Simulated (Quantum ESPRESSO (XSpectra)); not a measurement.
# S K-edge X-ray absorption spectrum (XANES) of PtS₂ (P-3m1)

```
CELL_PARAMETERS angstrom
      3.54874     0.00000     0.00000
     -1.77437     3.07330     0.00000
      0.00000     0.00000     5.59707
ATOMIC_POSITIONS crystal
  Pt 0.00000 0.00000 0.00000
  S  0.66667 0.33333 0.77966
  S  0.33333 0.66667 0.22034
```

Geometry: Materials Project entry mp-762 (a computed structure). The cell is the entry's, not relaxed again.

Absorber: atom 2, S on Wyckoff site d (site symmetry 3m.), with 3 Pt at 2.39 Å.

Simulated with Quantum ESPRESSO (XSpectra): LDA, full core hole, dipole K-edge X-ray absorption, plane waves, Troullier-Martins potentials made with ld1.x and PseudoDojo potentials for the other elements (Perdew-Zunger form enforced), scalar-relativistic, no spin, constant broadening.

24-atom cell (absorber images 7.1 Å apart), 67 Ry, k meshes 2×2×2 (SCF) and 3×3×3 (spectrum), Lorentzian half width 0.7 eV. The ground-state test found a gap, so occupations are fixed and the excited electron is left out (charged cell on a uniform background); energies count from the highest occupied level. Field directions run: x; z, weighted by the site's symmetry in the crystal. Intensities are scaled to a mean of 1 over 0–35 eV.

```json
[
 {"E (eV)": "-5.0", "intensity (scaled)": "0.05"},
 {"E (eV)": "-4.5", "intensity (scaled)": "0.06"},
 {"E (eV)": "-4.0", "intensity (scaled)": "0.07"},
 {"E (eV)": "-3.5", "intensity (scaled)": "0.08"},
 {"E (eV)": "-3.0", "intensity (scaled)": "0.10"},
 {"E (eV)": "-2.5", "intensity (scaled)": "0.12"},
 {"E (eV)": "-2.0", "intensity (scaled)": "0.15"},
 {"E (eV)": "-1.5", "intensity (scaled)": "0.20"},
 {"E (eV)": "-1.0", "intensity (scaled)": "0.27"},
 {"E (eV)": "-0.5", "intensity (scaled)": "0.41"},
 {"E (eV)": "0.0", "intensity (scaled)": "0.70"},
 {"E (eV)": "0.5", "intensity (scaled)": "1.31"},
 {"E (eV)": "1.0", "intensity (scaled)": "2.12"},
 {"E (eV)": "1.5", "intensity (scaled)": "2.10"},
 {"E (eV)": "2.0", "intensity (scaled)": "1.47"},
 {"E (eV)": "2.5", "intensity (scaled)": "0.91"},
 {"E (eV)": "3.0", "intensity (scaled)": "0.58"},
 {"E (eV)": "3.5", "intensity (scaled)": "0.44"},
 {"E (eV)": "4.0", "intensity (scaled)": "0.41"},
 {"E (eV)": "4.5", "intensity (scaled)": "0.49"},
 {"E (eV)": "5.0", "intensity (scaled)": "0.69"},
 {"E (eV)": "5.5", "intensity (scaled)": "0.90"},
 {"E (eV)": "6.0", "intensity (scaled)": "0.99"},
 {"E (eV)": "6.5", "intensity (scaled)": "0.99"},
 {"E (eV)": "7.0", "intensity (scaled)": "1.02"},
 {"E (eV)": "7.5", "intensity (scaled)": "1.08"},
 {"E (eV)": "8.0", "intensity (scaled)": "1.23"},
 {"E (eV)": "8.5", "intensity (scaled)": "1.35"},
 {"E (eV)": "9.0", "intensity (scaled)": "1.47"},
 {"E (eV)": "9.5", "intensity (scaled)": "1.55"},
 {"E (eV)": "10.0", "intensity (scaled)": "1.56"},
 {"E (eV)": "10.5", "intensity (scaled)": "1.51"},
 {"E (eV)": "11.0", "intensity (scaled)": "1.38"},
 {"E (eV)": "11.5", "intensity (scaled)": "1.14"},
 {"E (eV)": "12.0", "intensity (scaled)": "0.93"},
 {"E (eV)": "12.5", "intensity (scaled)": "0.82"},
 {"E (eV)": "13.0", "intensity (scaled)": "0.80"},
 {"E (eV)": "13.5", "intensity (scaled)": "0.82"},
 {"E (eV)": "14.0", "intensity (scaled)": "0.83"},
 {"E (eV)": "14.5", "intensity (scaled)": "0.83"},
 {"E (eV)": "15.0", "intensity (scaled)": "0.86"},
 {"E (eV)": "15.5", "intensity (scaled)": "0.89"},
 {"E (eV)": "16.0", "intensity (scaled)": "0.93"},
 {"E (eV)": "16.5", "intensity (scaled)": "0.95"},
 {"E (eV)": "17.0", "intensity (scaled)": "0.94"},
 {"E (eV)": "17.5", "intensity (scaled)": "0.97"},
 {"E (eV)": "18.0", "intensity (scaled)": "1.00"},
 {"E (eV)": "18.5", "intensity (scaled)": "1.00"},
 {"E (eV)": "19.0", "intensity (scaled)": "1.00"},
 {"E (eV)": "19.5", "intensity (scaled)": "1.00"},
 {"E (eV)": "20.0", "intensity (scaled)": "1.01"},
 {"E (eV)": "20.5", "intensity (scaled)": "0.98"},
 {"E (eV)": "21.0", "intensity (scaled)": "0.95"},
 {"E (eV)": "21.5", "intensity (scaled)": "0.94"},
 {"E (eV)": "22.0", "intensity (scaled)": "0.92"},
 {"E (eV)": "22.5", "intensity (scaled)": "0.86"},
 {"E (eV)": "23.0", "intensity (scaled)": "0.82"},
 {"E (eV)": "23.5", "intensity (scaled)": "0.78"},
 {"E (eV)": "24.0", "intensity (scaled)": "0.79"},
 {"E (eV)": "24.5", "intensity (scaled)": "0.82"},
 {"E (eV)": "25.0", "intensity (scaled)": "0.83"},
 {"E (eV)": "25.5", "intensity (scaled)": "0.86"},
 {"E (eV)": "26.0", "intensity (scaled)": "0.88"},
 {"E (eV)": "26.5", "intensity (scaled)": "0.90"},
 {"E (eV)": "27.0", "intensity (scaled)": "0.96"},
 {"E (eV)": "27.5", "intensity (scaled)": "0.98"},
 {"E (eV)": "28.0", "intensity (scaled)": "0.90"},
 {"E (eV)": "28.5", "intensity (scaled)": "0.85"},
 {"E (eV)": "29.0", "intensity (scaled)": "0.81"},
 {"E (eV)": "29.5", "intensity (scaled)": "0.82"},
 {"E (eV)": "30.0", "intensity (scaled)": "0.85"},
 {"E (eV)": "30.5", "intensity (scaled)": "0.88"},
 {"E (eV)": "31.0", "intensity (scaled)": "0.91"},
 {"E (eV)": "31.5", "intensity (scaled)": "0.95"},
 {"E (eV)": "32.0", "intensity (scaled)": "0.98"},
 {"E (eV)": "32.5", "intensity (scaled)": "1.01"},
 {"E (eV)": "33.0", "intensity (scaled)": "1.06"},
 {"E (eV)": "33.5", "intensity (scaled)": "1.12"},
 {"E (eV)": "34.0", "intensity (scaled)": "1.16"},
 {"E (eV)": "34.5", "intensity (scaled)": "1.18"}
]
```

The absolute edge energy is not computed.
